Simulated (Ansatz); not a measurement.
With the program Ansatz at the PBE level (PAW), AlN in the tetragonal phase (P4_2/mnm; Al on 4g, N on 4f) relaxes to a = 5.330 Å, c = 3.122 Å. Its formation energy from the elements is -1.33 eV/atom, with no fitted shifts.

The Kohn–Sham gap is 3.73 eV (smallest direct gap 3.74 eV). The valence maximum lies on the M–Γ line, 88 % of the way from M and the conduction minimum at Γ. The electron mass is 0.31, 0.31, 0.34 mₑ (principal values). The hole mass is 0.47, 1.6, 3.8 mₑ (principal values).

The bulk modulus is 180 GPa.

The start of the workflow was typed in or built on a structure type; neither database checked (COD, Materials Project) lists it. It is not the phase usual at ambient conditions (space group No. 186, 216). Symmetry was held in the PBE relaxation; its stability against distortions is not shown here. The references are the lowest solids computed at this level, not always the standard phases (solids in place of the gases).

Potentials: the later of the program's two PAW sets.
